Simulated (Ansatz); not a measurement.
The cell below belongs to a search over invented structures; it isn't taken from experiment.

Input and command of a plane-wave DFT calculation in Ansatz:

```yaml
crystal:
  lattice:
    - [3.02636921, 1.74727508, 5.6246424]
    - [-3.02636921, 1.74727508, 5.6246424]
    - [0.0, -3.49455016, 5.6246424]
  atoms:
    - { symbol: Zn, position: [0.0, 0.0, 0.0] }
    - { symbol: Te, position: [0.0, 0.0, 0.5] }
    - { symbol: Te, position: [0.5, 0.0, 0.0] }
    - { symbol: Te, position: [0.0, 0.5, 0.0] }
    - { symbol: P, position: [0.36460634, 0.36460634, 0.36460634] }
    - { symbol: P, position: [0.63539366, 0.63539366, 0.63539366] }
    - { symbol: Pt, position: [0.5, 0.5, 0.5] }
basis:
  ecutwfc: 420
kpoints:
  mp_grid: { grid: [3, 3, 3] }
hamiltonian:
  xc: pbe
scf:
  occupations: { method: gaussian, width: 0.2 }
  lower_state_search: "off"
output:
  forces: true
  stress: true
  eigenvalues: true
relax:
  adjacent_minimum: "off"
  f_tol: 0.08
  max_steps: 16
  cell: { stress_tol: 0.8 }
```

```bash
ansatz run input.yaml --threads 1 --pin off --max-ram 2560MiB --backend cpu --events-out ev --progress --plain --runs-dir out
```

Processor: Intel(R) Xeon(R) Processor @ 2.50GHz (Skylake/Cascade Lake), 1 thread, on a host shared with other jobs.

**Question.** Estimate time, memory and problem size.

**Answer.** About 2.4 min, peak memory 0.52 GiB. It solves 53 bands at 6 k points (after reduction by symmetry) with about 3397 plane waves (on the last cell), in 95 SCF iterations over 13 ionic steps.
